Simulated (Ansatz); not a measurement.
Ta$_{2}$O$_{5}$:
```
Ta2O5
1.0
    6.21081     0.00000     0.00000
    0.00000     7.32747     0.00000
    0.00000     0.00000     3.78799
Ta O
4 10
Direct
  0.77551   0.61904   0.00000
  0.72449   0.11904   0.00000
  0.22449   0.38096   0.00000
  0.27551   0.88096   0.00000
  0.80156   0.65664   0.50000
  0.69844   0.15664   0.50000
  0.19844   0.34336   0.50000
  0.30156   0.84336   0.50000
  0.50000   0.50000   0.00000
  0.88955   0.35988   0.00000
  0.00000   0.00000   0.00000
  0.38955   0.14012   0.00000
  0.61045   0.85988   0.00000
  0.11045   0.64012   0.00000
```

Relaxed with r²SCAN. Special points in fractions of this cell's reciprocal vectors: Γ (0.000, 0.000, 0.000); X (0.500, 0.000, 0.000); S (0.500, 0.500, 0.000); Y (0.000, 0.500, 0.000); Z (0.000, 0.000, 0.500); U (0.500, 0.000, 0.500); R (0.500, 0.500, 0.500); T (0.000, 0.500, 0.500).

List the band energies nearest the valence-band maximum at these points for r²SCAN in the plane-wave PAW code Ansatz.

In eV from the valence-band maximum; about four levels below and three above (degenerate sets whole), none deeper than 8.9 eV; points with the same levels are listed once.

| k | below | above |
|---|---|---|
| Γ | -1.17 -1.03 -0.95 -0.80 | 2.98 2.99 3.30 |
| X | -1.21 -1.21 -1.07 -1.07 | 3.00 3.00 3.77 3.77 |
| S | -1.17 -1.17 -0.97 -0.97 | 3.62 3.62 3.68 3.68 |
| Y | -0.98 -0.98 -0.88 -0.88 | 2.99 2.99 4.08 4.08 |
| Z | -0.87 -0.83 -0.55 0.00 | 2.69 3.50 4.91 |
| U | -0.92 -0.92 -0.26 -0.26 | 3.67 3.67 4.49 4.49 |
| R | -0.73 -0.73 -0.49 -0.49 | 3.64 3.64 4.94 4.94 |
| T | -0.85 -0.85 -0.26 -0.26 | 3.88 3.88 4.69 4.69 |

Space group Pbam. The first step of the workflow began from a Materials Project structure, measured or hypothetical; the Crystallography Open Database copy checked does not list it. COD files the formula under space group No. 49. Its standing as an ambient phase is unchecked. The r²SCAN relaxation kept the symmetry of its start; whether a distortion lowers the energy is not shown. No spin polarisation was allowed. Scalar-relativistic: spin–orbit coupling is off unless named, which matters more the heavier the elements.

Potentials: the later of the program's two PAW sets.
